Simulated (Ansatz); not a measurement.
## Cu4Mo: relaxation step by step

The cell of Cu4Mo is invented: random cell by space group and Wyckoff sites (P-3m1, No. 164). Its size is a rough estimate.

```yaml
crystal:
  lattice:
    - [3.86971, 0.00000, 0.00000]
    - [-1.93486, 3.35127, 0.00000]
    - [0.00000, 0.00000, 5.21841]
  atoms:
    - { symbol: Cu, position: [0.33333, 0.66667, 0.47135] }
    - { symbol: Cu, position: [0.66667, 0.33333, 0.52865] }
    - { symbol: Cu, position: [0.33333, 0.66667, 0.02013] }
    - { symbol: Cu, position: [0.66667, 0.33333, 0.97987] }
    - { symbol: Mo, position: [0.00000, 0.00000, 0.50000] }
```

All numbers below come from DFT PBE, scalar-relativistic, plane waves, PAW in Ansatz. Cutoff 420 eV, Gaussian smearing, Γ-centred meshes. Cell and atoms relax first on a coarse mesh and then on a finer one. In between, the cell is made exact in the group found at 0.06 Å. In metals the finer mesh still leaves noise of several meV/atom or more. The steps can't lower the symmetry of their start. Collinear spin is switched on along the way, since trial moments persisted in a coarse test.

Steps on the 6×6×4 mesh (5 atoms, 11 steps). The free energy counts from the last step; some steps are skipped; the plane-wave basis is renewed at times, which shifts energy and pressure.

```csv
step,ΔF (meV/atom),V (Å³/atom),P (GPa),largest force component (eV/Å)
1,899.5,13.53,40.67,0.456
2,467.5,14.44,15.92,0.738
3,272.2,14.64,5.99,0.489
4,242.9,14.46,4.69,0.844
5,197.7,15.09,-2.22,0.412
7,74.1,15.16,-7.23,0.577
8,4.2,14.26,-0.11,0.251
9,0.7,14.23,0.06,0.060
10,0.6,14.23,-0.04,0.012
11,0.0,14.23,0.07,0.012
```

The relaxed structure, after a last relaxation on the converged mesh:

```
Cu Mo
1.0
     4.13496    0.00000    0.00000
    -2.06748    3.58098    0.00000
     0.00000    0.00000    4.82109
Cu Mo
4 1
Direct
  0.33333 0.66667 0.33321
  0.66667 0.33333 0.66679
  0.33333 0.66667 0.84302
  0.66667 0.33333 0.15698
  0.00000 0.00000 0.50000
```

The symmetry stays P-3m1 (No. 164). The volume per atom grows by 5.5 %, from 13.5 to 14.3 Å³. The shortest distance goes from 2.24 Å (Cu–Mo) to 2.36 Å (Cu–Cu). The ratio c/a of the conventional cell changes by a factor of 0.86. The energy falls by about 0.90 eV/atom (the start's value is from the coarse mesh). The end is written in a standard setting, so origin, axes and order of atoms can differ from the start's. Around Cu on its first site lie 5 Cu at 2.36–2.53 Å, 3 Mo at 2.52 Å and 3 Cu at 2.88 Å; around Cu on its second site lie 5 Cu at 2.36–2.53 Å, 3 Cu at 2.83 Å and 3 Mo at 2.90 Å; Mo is surrounded by 6 Cu at 2.52 Å and 6 Cu at 2.90 Å.

```yaml
Volume_per_atom: 14.28 Å³
Density: 8.14 g/cm³
Energy_over_the_elements: +0.57 eV/atom
Gap_on_the_12×12×8_mesh_of_the_5-atom_cell: 0 eV (a metal)
Net_moment_per_atom: 0.14 μB
Moment_by_site: Mo 0.5 μB
```

The zero of energy is the elements' standard structures at the same level; no fitted shifts are applied.

The last run used collinear spin and Gaussian smearing of 0.10 eV. The magnetic state reached may not be the lowest. Symmetry constrained the relaxation, so the result can be a saddle point. In all, the 4 runs took 19 min on 1 thread of Intel(R) Xeon(R) Processor @ 2.50GHz (Skylake/Cascade Lake), with other jobs on the host.
